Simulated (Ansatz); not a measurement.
**Scan of one atom of the cell for HfO2 (tetragonal-ZrO2 type, space group P4_2/nmc)**

HfO2 (tetragonal-ZrO2 type, space group P4_2/nmc)

```yaml
crystal:
  lattice:
    - [3.56707, 0.00000, 0.00000]
    - [0.00000, 3.56707, 0.00000]
    - [0.00000, 0.00000, 5.16596]
  atoms:
    - { symbol: Hf, position: [0.00000, 0.00000, 0.00000] }
    - { symbol: Hf, position: [0.50000, 0.50000, 0.50000] }
    - { symbol: O, position: [0.00000, 0.50000, 0.20010] }
    - { symbol: O, position: [0.00000, 0.50000, 0.70010] }
    - { symbol: O, position: [0.50000, 0.00000, 0.29990] }
    - { symbol: O, position: [0.50000, 0.00000, 0.79990] }
```

In each cell atom 4 (O, nearest neighbour Hf at 2.061 Å; its periodic images, 3.6 Å or more away, move with it) moves by s·(0.000, 0.000, 1.000) (along Cartesian z), the rest being held.

Method: PBEsol (plane waves to 420 eV, PAW, scalar-relativistic; Ansatz, an electronic-structure program). k mesh 8×8×5 (Γ-centred), Fermi-Dirac smearing 0.05 eV. Energies are smeared free energies. Compression counts positive. F∥ is the force on the atom along that direction. HfO2 is run without spin polarisation. HfO2 was relaxed with its symmetry unable to fall. Spin-orbit coupling is left out, though Hf is heavy. This is a high-temperature form of HfO2. ΔE is measured from the undisplaced structure.

```csv
s (Å),ΔE (eV/cell),F∥ (eV/Å),P (GPa)
-0.410,1.219,6.110,11.3
-0.328,0.772,4.812,8.1
-0.246,0.429,3.548,5.3
-0.164,0.188,2.324,3.1
-0.082,0.047,1.143,1.3
0.000,0.000,0.000,0.0
0.082,0.046,-1.110,-0.8
0.164,0.181,-2.195,-1.0
0.246,0.405,-3.266,-0.6
0.328,0.717,-4.333,0.4
0.410,1.116,-5.412,1.9
```

Key numbers:

* **Energy at s = 0.410 Å**: 1116 meV/cell
* **Force along the line at s = -0.410 Å**: 6.11 eV/Å
* **Symmetry of the curve**: not even: the negative side lies higher at ±0.410 Å
* **Shape of the curve**: a single well with its minimum at or next to zero displacement
* **Force constant k = d²E/ds² at s = 0 (finite differences)**: 13.7 eV/Å²
* **Harmonic estimate at the end of the scan**: ½ks² = 1153 meV/cell against the computed 1116 meV/cell, so the well is close to harmonic there

(A displaced cell: forces are minus the slopes of the energy, force constants its curvatures, and phonons follow from these.)
